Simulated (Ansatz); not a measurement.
Input file for Ansatz (an electronic-structure program):

Ansatz 0.2 input:
```yaml
crystal:
  lattice:
    - [-2.1824099445, 2.1824099445, 1.2507998444]
    - [2.1824099445, -2.1824099445, 1.2507998444]
    - [2.1824099445, 2.1824099445, -1.2507998444]
  atoms:
    - { symbol: C, position: [0.1803031232, 0.1803031232, 0.3606062463] }
    - { symbol: C, position: [0.1803031232, 0.8196968768, 0.0] }
    - { symbol: C, position: [0.8196968768, 0.1803031232, 0.0] }
    - { symbol: C, position: [0.8196968768, 0.8196968768, 0.6393937537] }
kpoints:
  mp_grid: { grid: [9, 9, 9] }
hamiltonian:
  xc: hse06
  pseudopotentials: { azcp: { folder: ./paw }, kind: paw }
scf:
  n_extra_bands: 6
  occupations: { method: fixed }
output:
  eigenvalues: true
  eigenstates:
    e_range: [-9.0, 12.0]
    kpoints:
      - [0.5, 0.5, 0.5]  # VBM
      - [0.140625, 0.140625, -0.140625]  # CBM
      - [0.0, 0.0, 0.0]  # GAMMA
      - [-0.5, 0.5, 0.5]  # M
      - [0.0, 0.0, 0.5]  # X
      - [0.25, 0.25, 0.25]  # P
      - [0.3321188733, 0.3321188733, -0.3321188733]  # Z
      - [-0.3321188733, 0.6678811267, 0.3321188733]  # Z_0
      - [0.0, 0.5, 0.0]  # N
```

Output (shortened):

```
Pseudopotential: C, paw, valence charge 4
Functional definition: HSE06
davidson cushion auto → on  (no smearing: the cushion is to keep the highest requested band from converging to the state above it …
Crystal: 4 atoms, lattice volume = 23.830 Å³
Basis set: ecut = 420 eV, 493 PW (Γ)
Bands: 14, of which v1, the nominal top of the filled ones, is band 8 counted from 1 (7 counted from 0)
Symmetry: 16 space group operations
Space group: I4/mmm (ITA 139), of the structure as read, at distance tolerance 2.9e-5 Å
k-points: 75 of 729
SCF iter   1: F=—  HF=-1003.664195 eV  |F-HF|=—  |Δ(HF+E_count)|=         —  Δρ=1.36e-1  dr2=3.33e0  ethr=1.00e-1  ⟨swp⟩=4.1  Hψ=3763  notcnv=0
preconditioner: auto → none
SCF iter   2: F=—  HF=-1002.546236 eV  |F-HF|=—  |Δ(HF+E_count)|=    1.12e0  Δρ=5.38e-2  dr2=4.37e-1  ethr=2.08e-2  ⟨swp⟩=2.5  Hψ=2448  notcnv=0  defer=4
iter 3 solved again at ethr=2.21e-5 eV; its pass at ethr=2.73e-3 eV (dr2=3.54e-3 eV) is discarded
SCF iter   3: F=—  HF=-1002.440887 eV  |F-HF|=—  |Δ(HF+E_count)|=   1.05e-1  Δρ=6.18e-3  dr2=3.36e-3  ethr=2.21e-5  ⟨swp⟩=3.1  Hψ=5547  notcnv=0
SCF iter   4: F=-1002.442228 eV  HF=-1002.442181 eV  |F-HF|=4.72e-5  |Δ(HF+E_count)|=   1.29e-3  Δρ=1.06e-3  dr2=1.20e-4  ethr=2.10e-5  ⟨swp⟩=2.6  Hψ=2453  notcnv=0
SCF 1 stopped early in 4 iterations: F = -1002.442228 eV  dr2 = 1.20e-4
Crystal: 4 atoms, lattice volume = 23.830 Å³
Exchange kernel: α = 0.2500, screened, ω = 0.2079 Å⁻¹, Wigner–Seitz truncation, v(0) = 1046.8008 eV·Å³, q-mesh 9×9×9, nearest image of the exchange supercell L …
Frozen-core exchange: fock
SCF iter   1: F=—  HF=-1002.668288 eV  |F-HF|=—  |Δ(HF+E_count)|=         —  Δρ=1.06e-2  dr2=1.12e-2  ethr=7.51e-6  ⟨swp⟩=6.4  Hψ=5148  notcnv=0
preconditioner: auto → none
SCF iter   2: F=—  HF=-1002.663465 eV  |F-HF|=—  |Δ(HF+E_count)|=   4.82e-3  Δρ=3.00e-3  dr2=9.11e-4  ethr=7.51e-6  ⟨swp⟩=3.5  Hψ=3515  notcnv=0
SCF iter   3: F=—  HF=-1002.667245 eV  |F-HF|=—  |Δ(HF+E_count)|=   3.78e-3  Δρ=6.24e-4  dr2=3.08e-5  ethr=4.30e-6  ⟨swp⟩=3.3  Hψ=3340  notcnv=0
SCF iter   4: F=-1002.667235 eV  HF=-1002.667234 eV  |F-HF|=4.40e-7  |Δ(HF+E_count)|=   1.06e-5  Δρ=6.45e-5  dr2=2.86e-6  ethr=1.72e-7  ⟨swp⟩=2.6  Hψ=2459  notcnv=0  defer=1
SCF 2 stopped early in 4 iterations: F = -1002.667235 eV  dr2 = 2.86e-6
hybrid outer 1: dexx = +4.313e-3 eV, tail = 2.48e-5 eV
Crystal: 4 atoms, lattice volume = 23.830 Å³
Exchange kernel: α = 0.2500, screened, ω = 0.2079 Å⁻¹, Wigner–Seitz truncation, v(0) = 1046.8008 eV·Å³, q-mesh 9×9×9, nearest image of the exchange supercell L …
Frozen-core exchange: fock
SCF iter   1: F=—  HF=-1002.667299 eV  |F-HF|=—  |Δ(HF+E_count)|=         —  Δρ=9.35e-5  dr2=8.43e-7  ethr=7.76e-7  ⟨swp⟩=2.7  Hψ=2474  notcnv=0
preconditioner: auto → none
iter 2 solved again at ethr=1.28e-10 eV; its pass at ethr=4.57e-9 eV (dr2=2.05e-8 eV) is discarded
SCF iter   2: F=-1002.667299 eV  HF=-1002.667299 eV  |F-HF|=2.92e-9  |Δ(HF+E_count)|=   5.06e-9  Δρ=1.82e-5  dr2=3.41e-8  ethr=1.28e-10  ⟨swp⟩=2.5  Hψ=5900  notcnv=0  defer=1
SCF 3 converged in 2 iterations: F = -1002.667299 eV  dr2 = 3.41e-8
hybrid outer 2: dexx = +2.949e-7 eV, tail = 8.15e-8 eV, Δε = 1.78e-3 eV (about 1.24e-4 eV left of the loop's levels)
the search or the solves at the SCF's close seem to have found levels that the self-consistency loop had missed (the run counts 2) …
NSCF: frozen V_eff on 9 k-points
hybrid SCF converged: 2 outer / 6 inner (+4 warm-up), last move |dexx| = 2.95e-7 eV, tail = 8.15e-8 eV
Stability not checked (fock_operator)
Free energy (F): -1002.667299 eV
Frozen-core exchange: fock
Harris-Foulkes:  -1002.667299 eV  (|F-HF|=2.92e-9)
Internal energy: -1002.667299 eV  (E = F + TS)
E sigma→0 (E₀):  -1002.667299 eV
Fermi energy:    12.007653 eV
--- Per-component energies (eV) ---
  E_band       = 34.412194
  E_kinetic    = 358.076010
  E_local      = -257.735742  (includes V_loc(G=0)·N_el)
  E_nonlocal   = 90.047903
  E_hartree    = 66.261577
  E_xc         = -154.433018
  E_vxc        = -188.721467  (∫ρ·V_xc dr)
  E_exx        = -36.439749  (= α·E_x^exact, valence–valence)
  E_paw        = -399.217628  (= ΣΔE_a)
  E_vpaw       = -26.898001  (= ΣTr[D̂ρ^β])
  E_aug_tail   = 0.000079  (compensation charges beyond the density's cutoff)
  E_ewald      = -669.157859
  E_core_change = -0.068873  (= ΣΔE_core)
  E_smearing   =  0.000000  (= −TS)
  E_closure    =  0.000000  (closes the sum)
  Σ components = -1002.667299   (vs F -1002.667299, Δ=-1.14e-13)
  [band-id]    e_kinetic+e_local+e_nonlocal+2·e_hartree+e_vxc+2·e_exx+e_vpaw+e_augmentation_tail = 34.412439   (vs E_band 34.412194, Δ=2.45e-4)
--- Band table (eV; the first three rows and the last of 75) ---
  k-point 0: bands = ["-11.3700", "-0.9329", "1.7302", "1.7302", "4.3181", "8.5315", "8.5315", "11.2166", "17.9463", "18.2789", "18.2789", "22.2410", "22.7915", "22.7915"]
  k-point 1: bands = ["-11.2132", "-1.8814", "1.8742", "1.8946", "5.1511", "8.3888", "8.5041", "10.5683", "17.9004", "18.3919", "18.7371", "21.7347", "22.8798", "24.0788"]
  k-point 2: bands = ["-10.7485", "-3.6599", "2.1011", "2.3830", "6.6328", "8.0601", "8.4350", "9.1088", "17.4642", "19.4978", "19.6158", "21.3399", "23.3244", "26.2383"]
  k-point 74: bands = ["-6.7169", "-5.7241", "-4.6986", "0.3595", "5.3190", "11.2643", "11.8164", "12.0077", "18.1651", "20.2322", "23.3057", "24.1452", "24.5851", "26.9132"]
```

Cost: roughly 3 core-minutes on shared cores.

The points marked VBM and CBM come from a semilocal run.

The start of the workflow was typed in or built on a structure type; the Crystallography Open Database copy checked does not list it. It is not the phase usual at ambient conditions (space group No. 194, 227). The r²SCAN relaxation kept the symmetry of its start; its stability against distortions is not shown here.

Potentials: the earlier of the program's two PAW sets.

Ansatz is a plane-wave DFT program.
